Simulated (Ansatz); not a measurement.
# Slab of fcc Cu (100), 5 layers

The slab is cut from the fcc crystal, the stable phase, as relaxed on PAW files (10.89 Å³/atom), with 16 Å of vacuum and a dipole correction:

```yaml
crystal:
  lattice:
    - [2.48767, 0.00000, 0.00000]
    - [0.00000, 2.48767, 0.00000]
    - [0.00000, 0.00000, 23.03620]
  atoms:
    - { symbol: Cu, position: [0.00000, 0.00000, 0.34728] }
    - { symbol: Cu, position: [0.50000, 0.50000, 0.42364] }
    - { symbol: Cu, position: [0.00000, 0.00000, 0.50000] }
    - { symbol: Cu, position: [0.50000, 0.50000, 0.57636] }
    - { symbol: Cu, position: [0.00000, 0.00000, 0.65272] }
```

Level of theory: DFT with LDA, scalar-relativistic, in Ansatz 0.2.0; a Γ-centred 13×13×1 k mesh, Fermi–Dirac smearing of 0.1 eV, no spin polarisation. LAPW: all electrons, basis error target 1 meV/atom; PAW: frozen-core files, cutoff 420 eV.

The bulk energy comes from a cell in the slab's orientation on a 13×13×9 mesh. The surface energy is (E(slab) − N·E(bulk))/2A at zero smearing, the mean of both faces; thin slabs carry quantum-size effects.

The PAW files were made under PBE.

Q: As cut, the LAPW slab lies 1.578 eV above 5 atoms of bulk. What surface energy is that?

A: Over two faces of 6.19 Å² it is 127.5 meV/Å², and times 16.02 J/m² per eV/Å² that gives γ = 2.043 J/m².

| method | γ as cut (J/m²) | γ relaxed (J/m²) | Φ as cut (eV) | Φ relaxed (eV) |
| --- | --- | --- | --- | --- |
| LAPW | 2.043 | 2.023 | 4.91 | 4.88 |

Q: How do the spacings between the planes relax?

A: From the bottom face up: d12 -3.2 % of 1.759 Å, d23 +0.4 % of 1.759 Å, d34 +0.4 % of 1.759 Å, d45 -3.2 % of 1.759 Å.

Q: What changes if the images along the normal are cut off in place of the dipole correction?

A: LAPW then gives: no gap, work function 4.88 eV; PAW: no gap, work function 4.88 eV.

Q: What changes if the vacuum is set to 13 Å?

A: LAPW then gives: no gap, work function 4.88 eV; PAW: no gap, work function 4.88 eV. The program warns that the vacuum is too thin.

Q: A 2p core hole is made on one atom of each kind in every 1×1 cell (PAW hole dataset, neutral cell, valence without spin). What does it cost by layer?

A: layer 1 935.94 eV, layer 2 936.21 eV, layer 3 936.22 eV. Shifts between layers mean more than the absolute values, and a whole layer of holes screens otherwise than one hole.

Q: In the relaxed 1×1 cell, replace the outer, then the middle Cu by Zn, which changes a whole layer. What shift does this Z+1 picture give?

A: E(outer) − E(middle) = -0.23 eV by LAPW and -0.23 eV by PAW; a positive value puts the surface line at higher binding energy.
